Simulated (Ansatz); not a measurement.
Here is the system:

CdSe (zinc blende), conventional cell a = 6.196 Å, b = 6.196 Å, c = 6.196 Å, α = 90.00°, β = 90.00°, γ = 90.00°. The calculation uses the primitive cell of 2 atoms, to which meshes and values per cell refer.

Equation-of-state scan: isotropic scaling of the cell above, V₀ being its volume. Symmetry pins the atoms to their sites.

The numbers are results of PBE (plane waves to 420 eV, PAW, scalar-relativistic; Ansatz, a program for electronic structure), not measurements. k mesh 9×9×9 (Γ-centred), Fermi-Dirac smearing 0.05 eV. The energy includes the smearing's −TS. Compression counts positive. CdSe was relaxed with its symmetry unable to fall. The PAW data are Ansatz's earlier set. ΔE is measured from the relaxed starting cell.

The scan covers V/V₀ from 0.840 to 1.160 in 13 points.

Question: What is the fitted pressure derivative B₀′?

Answer: 4.7.

Question: What bulk modulus B₀ follows from a third-order Birch-Murnaghan fit?

Answer: 44.7 GPa.

(A scan under strain: stresses follow from slopes of the energy per volume, elastic moduli from its curvatures.)
